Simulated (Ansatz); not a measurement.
LiBH4:
```yaml
crystal:
  lattice:
    - [0.00000, 2.74801, -2.72011]
    - [0.00000, 2.74801, 2.72011]
    - [6.01338, 0.00000, 0.00000]
  atoms:
    - { symbol: Li, position: [0.99780, 0.00220, 0.50000] }
    - { symbol: Li, position: [0.99780, 0.00220, 0.00000] }
    - { symbol: B, position: [0.01643, 0.51590, 0.75000] }
    - { symbol: B, position: [0.48410, 0.98357, 0.25000] }
    - { symbol: H, position: [0.83078, 0.52597, 0.58457] }
    - { symbol: H, position: [0.47403, 0.16922, 0.41543] }
    - { symbol: H, position: [0.83078, 0.52597, 0.91543] }
    - { symbol: H, position: [0.47403, 0.16922, 0.08457] }
    - { symbol: H, position: [0.23067, 0.74632, 0.75000] }
    - { symbol: H, position: [0.25368, 0.76933, 0.25000] }
    - { symbol: H, position: [0.19964, 0.25736, 0.75000] }
    - { symbol: H, position: [0.74264, 0.80036, 0.25000] }
```

x, y and z are the axes in which the lattice vectors are written.

**Question.** Give the proper piezoelectric stress tensor with relaxed ions from LDA in the plane-wave PAW code Ansatz.

**Answer.** In C/m², rows x, y, z, Voigt columns; mesh uncertainty up to 0.00.
```
 0.00   0.00   0.00   0.00  -0.18   0.00
 0.00   0.00   0.00  -0.15   0.00   0.00
-0.16  -0.08  -0.21   0.00   0.00   0.00
```

The elastic tensor of the same run (GPa):

```
49.5   9.3  12.4   0.0   0.0   0.0
 9.3  36.2  28.4   0.0   0.0   0.0
12.4  28.4  32.9   0.0   0.0   0.0
 0.0   0.0   0.0  28.7   0.0   0.0
 0.0   0.0   0.0   0.0  13.8   0.0
 0.0   0.0   0.0   0.0   0.0  12.1
```

**Question.** Convert to strain constants d = e·S.

**Answer.** In pC/N:
```
  0.0    0.0    0.0    0.0  -13.2    0.0
  0.0    0.0    0.0   -5.1    0.0    0.0
 -1.6    8.7  -13.3    0.0    0.0    0.0
```

Space group Ama2. The first step of the workflow began from a Materials Project structure, measured or hypothetical; the Crystallography Open Database copy checked does not list it. COD files the formula under space group No. 62, so this cell is another polymorph or a model. Whether it is the stable phase at ambient conditions was not checked. Symmetry was held in the LDA relaxation; phonons on a q-mesh show no instability.

Potentials: the later of the program's two PAW sets.
